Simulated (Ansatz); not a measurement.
Values for one crystal, relaxed and computed with r²SCAN in the plane-wave PAW code Ansatz; other levels are named.

```yaml
volume_per_atom: 17.29 Å³
electronic_character: metallic (no gap)
Formation energy from the elements (no fitted shifts): -282 meV/atom
Density of states at the Fermi level: 0.64 states/eV per atom (mean over ±0.08 eV)
```

**Question.** Pick the material that matches.
(A) GdCu, CsCl type
(B) Hf2InCu2, P4_2/mnm (Hf on 4f, Hf on 4g, In on 4d, Cu on 8j)
(C) GdCd, CsCl type
(D) Y2InCu2, P4/mbm (Y on 4h, In on 2a, Cu on 4g)

**Answer.** B, Hf2InCu2, P4_2/mnm (Hf on 4f, Hf on 4g, In on 4d, Cu on 8j)

The first step of the workflow began from a Materials Project structure, measured or hypothetical; the Crystallography Open Database copy checked does not list it. Whether it is the stable phase at ambient conditions was not checked. Symmetry was held in the r²SCAN relaxation; its stability against distortions is not shown here. The run is not spin-polarised. The references are the lowest solids computed at this level, not always the standard phases. Spin–orbit coupling is left out wherever it is not named.

Potentials: the later of the program's two PAW sets.
